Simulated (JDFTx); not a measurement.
An input for a modified build of JDFTx (Zr(0001), linear PCM (GLSSA13), water, 0.1 M NaCl; bohr, hartree) and the course of its log:

```
lattice \
  6.1212571767 3.0606285884 0.0000000000 \
  0.0000000000 5.3011642078 0.0000000000 \
  0.0000000000 0.0000000000 60.0932907631
coords-type Lattice
ion Zr 0.6666666668 0.6666666668 -0.1219863210 0
ion Zr 0.0000000002 0.0000000002 -0.0406621070 0
ion Zr 0.6666666668 0.6666666668 0.0406621070 0
ion Zr 0.0000000002 0.0000000002 0.1219863210 0
ion-species pseudo/zr_pbe_v1.upf
elec-cutoff 20 100
elec-ex-corr gga-PBE
coulomb-interaction Slab 001
coulomb-truncation-embed 0 0 0
kpoint-folding 8 8 1
elec-smearing Fermi 0.01
elec-n-bands 34
target-mu -0.142955
electronic-scf nIterations 100 energyDiffThreshold 1e-07
fluid LinearPCM
pcm-variant GLSSA13
fluid-solvent H2O
fluid-cation Na+ 0.1
fluid-anion Cl- 0.1
fluid-minimize nIterations 400 knormThreshold 1e-11
wavefunction read f0.wfns
elec-initial-eigenvals f0.eigenvals
elec-initial-fillings read f0.fillings
fluid-initial-state f0.fluidState
dump-name f0_u1.$VAR
dump End State Ecomponents EigStats BandEigs Forces ElecDensity IonicPositions Fillings Kpoints Dtot FluidDebug BoundCharge FluidDensity
```

```
[one cycle in 5 is shown, and the last three; fluid-solver lines are left out]
	FillingsUpdate:  mu: -0.142955000  nElectrons: 46.008305
SCF: Cycle:  0   G: -180.342624495144349   dG: +1.584e+00   |Residual|: 8.409e-02   |deigs|: 8.517e-10
	FillingsUpdate:  mu: -0.142955000  nElectrons: 47.598631
SCF: Cycle:  5   G: -181.878398326395711   dG: +5.657e-04   |Residual|: 1.568e-02   |deigs|: 1.078e-04
	FillingsUpdate:  mu: -0.142955000  nElectrons: 47.514573
SCF: Cycle: 10   G: -181.840856756917816   dG: +2.035e-02   |Residual|: 2.004e-02   |deigs|: 3.363e-04
	FillingsUpdate:  mu: -0.142955000  nElectrons: 47.582686
SCF: Cycle: 15   G: -181.862117757041773   dG: -3.311e-02   |Residual|: 1.734e-02   |deigs|: 5.254e-04
	FillingsUpdate:  mu: -0.142955000  nElectrons: 47.604457
SCF: Cycle: 20   G: -181.877904984978528   dG: -8.982e-03   |Residual|: 1.482e-02   |deigs|: 4.087e-04
	FillingsUpdate:  mu: -0.142955000  nElectrons: 47.426291
SCF: Cycle: 25   G: -181.833903175297479   dG: -2.486e-02   |Residual|: 2.085e-02   |deigs|: 3.671e-04
	FillingsUpdate:  mu: -0.142955000  nElectrons: 47.228928
SCF: Cycle: 30   G: -181.730185531610005   dG: +3.193e-03   |Residual|: 3.008e-02   |deigs|: 3.847e-04
	FillingsUpdate:  mu: -0.142955000  nElectrons: 45.337204
SCF: Cycle: 35   G: -179.028833297212572   dG: +7.470e-01   |Residual|: 1.141e-01   |deigs|: 2.187e-03
	FillingsUpdate:  mu: -0.142955000  nElectrons: 45.499069
SCF: Cycle: 40   G: -179.418941906332719   dG: -2.432e+00   |Residual|: 1.069e-01   |deigs|: 6.037e-03
	FillingsUpdate:  mu: -0.142955000  nElectrons: 47.562688
SCF: Cycle: 45   G: -181.898921445506204   dG: -1.430e+00   |Residual|: 1.259e-02   |deigs|: 9.869e-03
	FillingsUpdate:  mu: -0.142955000  nElectrons: 44.770441
SCF: Cycle: 50   G: -178.341256581461124   dG: +2.633e+00   |Residual|: 1.310e-01   |deigs|: 9.208e-03
	FillingsUpdate:  mu: -0.142955000  nElectrons: 46.967815
SCF: Cycle: 55   G: -181.631350588420617   dG: -5.879e-01   |Residual|: 3.751e-02   |deigs|: 4.018e-03
	FillingsUpdate:  mu: -0.142955000  nElectrons: 44.993550
SCF: Cycle: 60   G: -179.029486766340483   dG: +3.951e-01   |Residual|: 1.176e-01   |deigs|: 1.154e-03
	FillingsUpdate:  mu: -0.142955000  nElectrons: 44.876783
SCF: Cycle: 65   G: -178.771166508912074   dG: -1.681e-01   |Residual|: 1.225e-01   |deigs|: 4.505e-04
	FillingsUpdate:  mu: -0.142955000  nElectrons: 45.275402
SCF: Cycle: 70   G: -179.556353682050570   dG: +8.878e-01   |Residual|: 1.069e-01   |deigs|: 4.433e-03
	FillingsUpdate:  mu: -0.142955000  nElectrons: 44.726668
SCF: Cycle: 75   G: -178.352289102698620   dG: -6.149e-02   |Residual|: 1.357e-01   |deigs|: 2.063e-04
	FillingsUpdate:  mu: -0.142955000  nElectrons: 44.189723
SCF: Cycle: 80   G: -177.131078881749431   dG: +2.831e+00   |Residual|: 1.504e-01   |deigs|: 7.748e-03
	FillingsUpdate:  mu: -0.142955000  nElectrons: 46.341442
SCF: Cycle: 85   G: -181.382949796736455   dG: -1.394e+00   |Residual|: 5.117e-02   |deigs|: 6.435e-03
	FillingsUpdate:  mu: -0.142955000  nElectrons: 45.302510
SCF: Cycle: 90   G: -180.415345442394170   dG: -9.420e-02   |Residual|: 9.039e-02   |deigs|: 1.190e-03
	FillingsUpdate:  mu: -0.142955000  nElectrons: 44.901676
SCF: Cycle: 95   G: -179.923812250486122   dG: +5.484e-01   |Residual|: 1.046e-01   |deigs|: 2.216e-03
	FillingsUpdate:  mu: -0.142955000  nElectrons: 46.222121
SCF: Cycle: 97   G: -181.583906546607182   dG: -1.579e+00   |Residual|: 4.568e-02   |deigs|: 8.576e-03
	FillingsUpdate:  mu: -0.142955000  nElectrons: 45.543431
SCF: Cycle: 98   G: -180.801383143367445   dG: +7.825e-01   |Residual|: 7.772e-02   |deigs|: 4.815e-03
	FillingsUpdate:  mu: -0.142955000  nElectrons: 46.409883
SCF: Cycle: 99   G: -181.666145444901446   dG: -8.648e-01   |Residual|: 3.960e-02   |deigs|: 5.750e-03
SCF: None of the convergence criteria satisfied after 100 iterations.
IonicMinimize: Iter:   0  G: -181.666145444901446  |grad|_K:  0.000e+00
IonicMinimize: Converged (|grad|_K<1.000000e-04).
```

This run gave no converged result. The electronic loop ended without meeting its threshold, so the last energy, electron count and forces aren't results.
